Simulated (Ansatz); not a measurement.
Polymorphs of RuC, each relaxed with PBE in the plane-wave PAW code Ansatz:

A: R-3m
a = b = 2.7737 Å, c = 18.8597 Å, α = β = 90.00°, γ = 120.00°

| atom | site | symmetry | x | y | z |
|---|---|---|---|---|---|
| Ru | 6c | 3m | 0.0000 | 0.0000 | 0.2290 |
| C | 6c | 3m | 0.0000 | 0.0000 | 0.0371 |

B: CsCl type (Pm-3m)
a = 2.659 Å, b = 2.659 Å, c = 2.659 Å, α = 90.00°, β = 90.00°, γ = 90.00°

```
atom  site  symmetry       x       y       z
----  ----  --------  ------  ------  ------
Ru      1a      m-3m  0.0000  0.0000  0.0000
C       1b      m-3m  0.5000  0.5000  0.5000
```

Problem. Order them by energy per atom at 0 K (lowest first) at the level PBE.

Solution. A (+0 meV/atom), B (+813 meV/atom)

Constructed cells (a structure type filled with these elements, in neither database checked): B. Standing as an ambient phase not checked: A. All cells were relaxed under the symmetry of their starts (and spin orders); stability against distortions was not tested throughout. Rows with no word on spin ran without spin polarisation. Spin–orbit coupling is left out wherever it is not named.

Energies hold the estimated change up to a 700 eV cutoff; steps of a few meV lie near the error of the meshes.

Potentials: the later of the program's two PAW sets.
